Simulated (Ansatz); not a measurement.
Below is a relaxed structure of Na2MnAlC6N6. The cell was found from a structure generator's guess, not taken from experiment.

Theory: DFT PBE, scalar-relativistic, plane waves, PAW (Ansatz). Cutoff 420 eV, Γ-centred mesh, Gaussian smearing, no spin polarisation.

```
Na Mn Al C N
1.0
     0.00000    5.03299    5.03299
     5.03299    0.00000    5.03299
     5.03299    5.03299    0.00000
Na Mn Al C N
2 1 1 6 6
Direct
  0.25000 0.25000 0.25000
  0.75000 0.75000 0.75000
  0.00000 0.00000 0.00000
  0.50000 0.50000 0.50000
  0.81267 0.18733 0.18733
  0.18733 0.81267 0.18733
  0.18733 0.18733 0.81267
  0.18733 0.81267 0.81267
  0.81267 0.18733 0.81267
  0.81267 0.81267 0.18733
  0.69503 0.30497 0.30497
  0.30497 0.69503 0.30497
  0.30497 0.30497 0.69503
  0.30497 0.69503 0.69503
  0.69503 0.30497 0.69503
  0.69503 0.69503 0.30497
```

Energies over the elements count from the elements' standard structures at the same level (N₂ as a molecule), with no fitted energy shifts.

Question: What space group does it have?

Answer: Fm-3m (No. 225). Conventional cell: a = 10.066 Å. Around Na lie 12 N at 3.60 Å and 12 C at 3.61 Å (long contacts); Mn is surrounded by 6 C at 1.89 Å; around Al lie 6 N at 1.96 Å; C has 1 N at 1.18 Å, 1 Mn at 1.89 Å, 4 C at 2.67 Å, 1 Al at 3.15 Å, 4 N at 3.60 Å, 4 Na at 3.61 Å and 4 N at 3.71 Å; N has 1 C at 1.18 Å, 1 Al at 1.96 Å, 4 N at 2.78 Å, 1 Mn at 3.07 Å, 4 Na at 3.60 Å, 4 C at 3.60 Å and 4 C at 3.71 Å.

Question: What is its formation energy per atom?

Answer: −0.156 eV/atom. Whether it is stable depends on the other phases of the system, which aren't compared here.

Question: Is it a metal?

Answer: No, the gap on the 6×6×6 mesh is 1.61 eV.

Question: From what recipe could a structure generator have reached it?

Answer: One such recipe: cyanide-bridged rock-salt net of two metals, 2 guest cations a cell (Fm-3m, No. 225). Other recipes can lead to the same cell.

The last run used a 6×6×6 mesh for its 16-atom cell and Gaussian smearing of 0.02 eV. Kohn–Sham gaps at this level usually fall short of measured ones. The reference form of C is held partly by dispersion forces, which this level lacks. Trial moments died out on the coarse mesh, so the last step has no spin; another magnetic start might hold. Symmetry constrained the relaxation, so the result can be a saddle point.
